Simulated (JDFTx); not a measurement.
```yaml
surface: InPd(100), Pd outermost, slab composition In2Pd3
bulk: InPd, Pm-3m, lattice of mp-21215 (not re-optimised)
slab: 5 atoms in 5 planes, 1x1, 6.2 Å between the outermost planes
in-plane cell: 3.272 × 3.272 Å, 10.71 Å²
cell_height: 22.5 Å
sampling: 6×6×1 k mesh, Fermi smearing 0.01 Ha, no spin polarisation
```

Whether this polymorph is the ambient one wasn't checked.

Profiles through the double layer of this slab, charged, in CANDLE, water, 1 M KF; PBE, GBRV ultrasoft potentials, plane waves to 20/100 Ha, JDFTx (a modified build). z is the height above the outermost atoms, φ the plane-averaged electrostatic potential energy of an electron (zero in the bulk liquid), ρ_b the bound charge of solvent and ions, s the cavity shape function (0 in the solid, 1 in the liquid).

| z (Å) | n (e/Å³) | s | φ (eV) | ρ_b (10⁻³ e/Å³) |
|---|---|---|---|---|
| 0.90 | 0.1449 | 0.00 | -2.790 | -0.13 |
| 1.37 | 0.0285 | 0.00 | -1.289 | -4.35 |
| 1.84 | 0.0064 | 0.02 | -0.292 | -12.76 |
| 2.31 | 0.0015 | 0.19 | -0.101 | -2.49 |
| 2.78 | 0.0003 | 0.49 | -0.069 | -0.06 |
| 3.24 | 0.0001 | 0.78 | -0.055 | -0.04 |
| 3.71 | 0.0000 | 0.97 | -0.047 | -0.02 |
| 4.18 | 0.0000 | 1.00 | -0.040 | -0.02 |
| 4.65 | 0.0000 | 1.00 | -0.034 | -0.02 |
| 5.12 | 0.0000 | 1.00 | -0.029 | -0.02 |
| 5.59 | 0.0000 | 1.00 | -0.025 | -0.01 |
| 6.06 | 0.0000 | 1.00 | -0.022 | -0.01 |
| 6.53 | 0.0000 | 1.00 | -0.018 | -0.01 |
| 6.99 | 0.0000 | 1.00 | -0.016 | -0.01 |
| 7.46 | 0.0000 | 1.00 | -0.014 | -0.01 |
| 7.93 | 0.0000 | 1.00 | -0.012 | -0.01 |

Question: Is the electrode positively or negatively charged, and roughly by how much?

Answer: Positively: σ = 15.0 μC/cm² per face. The liquid's bound charge is of the opposite sign overall, and far from the surface φ decays with the screening length (3.0 Å).
